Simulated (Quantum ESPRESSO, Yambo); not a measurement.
Quasiparticle gap of ZnSe at -2 % isotropic strain

```xyz
2
Lattice="0.0000 2.7601 2.7601 2.7601 0.0000 2.7601 2.7601 2.7601 0.0000" Properties=species:S:1:pos:R:3 pbc="T T T"
Zn     0.0000     0.0000     0.0000
Se     1.3800     1.3800     1.3800
```

The PBEsol cell relaxed from Materials Project entry mp-1190 was given an isotropic strain of -2 % on all lattice vectors, and the atoms were relaxed again.

Starting point: PBE (stringent potentials; Quantum ESPRESSO, PseudoDojo norm-conserving, 104 Ry, no spin-orbit coupling). G0W0 in Yambo: 4×4×4 Γ-centred k mesh, bands 14 to 208 and a 15 Ry block in the screening, 208 bands in G with the Bruneval-Gonze terminator, plasmon pole fitted at 27.2 eV.

```json
{
 "PBE gap along the band path": "1.62 eV",
 "PBE gap between the mesh's edge points (Γ → Γ)": "1.62 eV",
 "G0W0 gap between the same points": "2.49 eV"
}
```

```tsv
k point	band	E PBE (eV)	E QP (eV)	shift (eV)	Z
Γ	VB	0.00	-0.72	-0.72	0.80
Γ	CB	1.62	1.76	0.14	0.82
L	VB	-0.99	-1.81	-0.82	0.80
L	CB	2.68	2.88	0.20	0.82
W	VB	-3.05	-4.02	-0.97	0.79
W	CB	5.48	5.61	0.13	0.82
```

Energies count from the PBE valence-band maximum.

Convergence of the G0W0 settings was not tested.

Spin-orbit splittings are left out.
